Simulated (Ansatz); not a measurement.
Sb: clamped-ion strain scan

Computed with Ansatz 0.2.0, DFT r2SCAN, scalar-relativistic, plane waves, PAW. The runs took a 500 eV cutoff, a Γ-centred 16×16×16 mesh and Gaussian smearing (0.15 eV). No spin polarisation. Energies are free energies at this smearing, counted from the undisturbed cell; pressure is positive in compression.

Reference structure (as given, not relaxed at this level; it stands at -3.8 GPa; this simple cubic form isn't the usual structure):

```
Sb
1.0
     3.16000    0.00000    0.00000
     0.00000    3.16000    0.00000
     0.00000    0.00000    3.16000
Sb
1
Direct
  0.00000 0.00000 0.00000
```

The cell is strained by ε times the Voigt pattern (1, 0, 0, 0, 0, 0) (xx, yy, zz, yz, xz, xy; engineering shear) with fractional coordinates fixed. The cell is metallic on the mesh throughout.

Problem. Over the sampled range (-0.0200 to 0.0200), is the undisturbed cell the lowest point?

Solution. No: the energy is lower at ε = -0.0200, -10.5 in ΔE (meV/atom).

Problem. Which end lies higher in energy, -0.0200 or +0.0200?

Solution. +0.0200: 18.5 against -10.5.

The scan:

| ε | ΔE (meV/atom) |
| --- | --- |
| -0.0200 | -10.5 |
| -0.0150 | -8.7 |
| -0.0100 | -6.4 |
| -0.0050 | -3.4 |
| 0.0000 | 0.0 |
| 0.0050 | 3.9 |
| 0.0100 | 8.4 |
| 0.0150 | 13.2 |
| 0.0175 | 15.8 |
| 0.0200 | 18.5 |